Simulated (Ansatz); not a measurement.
The start is a generated trial cell of TiO in the AFLOW prototype AB_hP8_186_ab_ab (B5, as in SiC). The cell and all atomic positions are relaxed at zero pressure with PBEsol (plane waves to 420 eV, PAW, scalar-relativistic; Ansatz, a program for electronic structure). The first steps use a coarse 9×9×3 k-mesh.

Input geometry:
```
CELL_PARAMETERS angstrom
      3.05392     0.00000     0.00000
     -1.52696     2.64477     0.00000
      0.00000     0.00000     9.99776
ATOMIC_POSITIONS crystal
  Ti 0.00000 0.00000 0.00000
  Ti 0.00000 0.00000 0.50000
  Ti 0.66667 0.33333 0.75018
  Ti 0.33333 0.66667 0.25018
  O  0.00000 0.00000 0.81216
  O  0.00000 0.00000 0.31216
  O  0.66667 0.33333 0.56329
  O  0.33333 0.66667 0.06329
```

```yaml
largest_initial_force: 1.48 eV/Å, on O5, O6 (atoms numbered as listed)
outcome: The space group stays P6₃mc (No. 186) (the run could not lower it), with 8 atoms in the primitive cell
volume_change: +13.8 %, from 10.09 to 11.48 Å³/atom
Shortest distances (start → end): "The closest pairs of elements (up to four, under 3.6 Å), start → end: O–Ti 1.87 → 1.88 Å; Ti–Ti 3.05 → 2.96 Å; O–O 3.05 → 2.96 Å"
band_gap_at_the_end: "no clear gap: the sampled points leave 0.06 eV away from the symmetry points, which may be a band crossing missed between them"
optimiser_moves: 16
```

Final structure:

Space group P6₃mc (No. 186); a = 2.964 Å, b = 2.964 Å, c = 12.071 Å, α = 90.00°, β = 90.00°, γ = 120.00°

| atom | site | symmetry | x | y | z |
|---|---|---|---|---|---|
| Ti | 2a | 3m. | 0.0000 | 0.0000 | 0.0154 |
| Ti | 2b | 3m. | 0.3333 | 0.6667 | 0.2657 |
| O | 2a | 3m. | 0.0000 | 0.0000 | 0.1714 |
| O | 2b | 3m. | 0.3333 | 0.6667 | 0.4219 |

Final values are on a 18×18×4 k-mesh of the relaxed cell. No spin polarisation in the result. The d or f electrons are treated with no Hubbard U.

The run could not lose the symmetry of its start: the end is stationary, and may be a saddle point rather than a minimum.

The relaxed structure here is a generated cell of TiO: the first start was made by placing the elements on the sites of a structure type, and the end was not matched to a known phase here, so it may be hypothetical.
